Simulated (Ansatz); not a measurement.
# Mn, diamond: geometry optimisation

Theory: DFT, LDA (PW92), plane waves (420 eV) with PAW, scalar-relativistic in Ansatz 0.2.0. The PAW files were generated under PBE, with cores re-solved for the functional.

k-point mesh 11×11×11, Fermi-Dirac smearing 0.05 eV, starting moments 3.00, -3.00 μB. Cell and atoms relax.

Starting structure:

```yaml
crystal:
  lattice:
    - [0.0, 2.5125686141, 2.5125686141]
    - [2.5125686141, 0.0, 2.5125686141]
    - [2.5125686141, 2.5125686141, 0.0]
  atoms:
    - { symbol: Mn, position: [0.125, 0.125, 0.125], spin: 3.0 }
    - { symbol: Mn, position: [0.875, 0.875, 0.875], spin: -3.0 }
hamiltonian:
  xc: lda
  pseudopotentials:
    kind: paw
    azcp:
      Mn: "pseudopotentials/Mn.paw.azcp"
basis:
  ecutwfc: 420
  fft_grid_basis: typed
kpoints:
  mp_grid: { grid: [11, 11, 11], shift: [0, 0, 0] }
magnetization:
  spin_polarized: true
scf:
  occupations: { method: fermi_dirac, width: 0.05 }
relax:
  max_steps: 60
  f_tol: 0.01
  cell: {}
```

Question: The pressure at the start is -10.1 GPa. By how much does the volume change?

Answer: From 15.86 to 14.18 Å³ per atom, -10.6 %. The final cell has a = 4.841 Å.

Question: How much energy does the relaxation gain?

Answer: 60.9 meV per atom.

Question: Which magnetic state does it end in?

Answer: antiferromagnetic, largest moment 0.53 μB in the atomic sphere; moments 0.53, -0.53 μB.
